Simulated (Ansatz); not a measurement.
Relaxed-ion elastic tensor of YSi2 (fluorite, Fm-3m) in GPa (Voigt order), PBEsol (plane waves, PAW; program Ansatz); density 3.50 g/cm³, 22.93 Å³ per atom.

```
 34.5   74.0   74.0    0.0    0.0    0.0
 74.0   34.5   74.0    0.0    0.0    0.0
 74.0   74.0   34.5    0.0    0.0    0.0
  0.0    0.0    0.0  -21.4    0.0    0.0
  0.0    0.0    0.0    0.0  -21.4    0.0
  0.0    0.0    0.0    0.0    0.0  -21.4
```

Q: Is the crystal mechanically stable?

A: No: the smallest eigenvalue of C is -39.5 GPa.

A made-up cell: these elements were put on the sites of a structure type; neither database checked (COD, Materials Project) lists it. COD files the formula under space group No. 191, so this cell is another polymorph or a model. Whether it is the stable phase at ambient conditions was not checked. The cell was relaxed with PBEsol under the symmetry of its start. At this level the phase is mechanically unstable. No spin polarisation was allowed. As this level gives no gap, shear constants depend on the k-mesh and smearing (Fermi–Dirac, 0.1 eV here).

Potentials: the later of the program's two PAW sets.
